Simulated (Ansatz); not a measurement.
ZrGeO3:
```
ZrGeO3
1.0
    3.98628     0.00000     0.00000
    0.00000     3.98628     0.00000
    0.00000     0.00000     4.34494
Zr Ge O
1 1 3
Direct
  0.50000   0.50000   0.57916
  0.00000   0.00000   0.19509
  0.00000   0.50000   0.44954
  0.50000   0.00000   0.44954
  0.50000   0.50000   0.01685
```

Relaxed with PBEsol. Special points in fractions of this cell's reciprocal vectors: Γ (0.000, 0.000, 0.000); X (0.000, 0.500, 0.000); M (0.500, 0.500, 0.000); Z (0.000, 0.000, 0.500); R (0.000, 0.500, 0.500); A (0.500, 0.500, 0.500).

Question: List the band energies nearest the valence-band maximum at these points for PBEsol (plane waves, PAW; program Ansatz).

Answer: In eV from the valence-band maximum; about four levels below and three above (degenerate sets whole), none deeper than 8.9 eV; points with the same levels are listed once.

| k | below | above |
|---|---|---|
| Γ | -2.25 -2.25 -1.28 -1.28 -0.76 | 2.82 3.14 5.47 5.47 |
| X | -2.43 -1.21 -0.75 0.00 | 3.24 4.64 4.80 |
| M | -1.85 -1.85 -1.80 -1.54 -0.72 | 3.52 4.78 4.78 |
| Z | -2.52 -2.52 -1.11 -0.83 -0.83 | 1.39 3.22 5.73 5.73 |
| R | -2.40 -0.97 -0.72 -0.58 | 3.65 3.94 4.61 |
| A | -3.04 -1.54 -0.63 -0.63 | 5.06 5.10 5.10 |

Space group P4mm. The start of the workflow was typed in or built on a structure type; neither database checked (COD, Materials Project) lists it. Whether it is the stable phase at ambient conditions was not checked. The PBEsol relaxation kept the symmetry of its start. At this level the phase is dynamically unstable (imaginary phonons). The run is not spin-polarised. Scalar-relativistic: spin–orbit coupling is off unless named, which matters more the heavier the elements.

Potentials: the earlier of the program's two PAW sets. The files were generated under PBE; for other functionals the program regenerates the frozen cores, and for LDA and PBEsol the local potential too.
